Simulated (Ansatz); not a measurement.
Crystals of one space group, with the same sites and like axis ratios (R-3m), relaxed and computed with PBE (plane waves, PAW; program Ansatz).

```csv
crystal,a (Å),V (Å³/atom),"spin order, net moment (μB/atom)",ΔH_f (eV/atom)
CoNiN2,2.738,9.32,ferromagnetic; net 0.06,0.47
CoPdN2,2.793,10.17,moments vanished,0.49
PdRhN2,2.985,11.83,moments vanished,0.67
CoIrN2,2.734,9.87,moments vanished,0.39
```

Spin orders computed, not proven ground states: CoNiN2, R-3m (Co on 3b, Ni on 3a, N on 6c) ferromagnetic. Typed or built starts, not in the databases checked: CoNiN2, R-3m (Co on 3b, Ni on 3a, N on 6c); CoPdN2, R-3m (Co on 3b, Pd on 3a, N on 6c); PdRhN2, R-3m (Rh on 3b, Pd on 3a, N on 6c); CoIrN2, R-3m (Co on 3b, Ir on 3a, N on 6c). Began spin-polarised and lost the moments: CoPdN2, R-3m (Co on 3b, Pd on 3a, N on 6c); PdRhN2, R-3m (Rh on 3b, Pd on 3a, N on 6c); CoIrN2, R-3m (Co on 3b, Ir on 3a, N on 6c). All cells were relaxed under the symmetry of their starts (and spin orders); stability against distortions was not tested throughout. Spin–orbit coupling is left out wherever it is not named.

Potentials: the later of the program's two PAW sets.

Formation energies count from the lowest solids of the elements computed at the same level, not from gases.
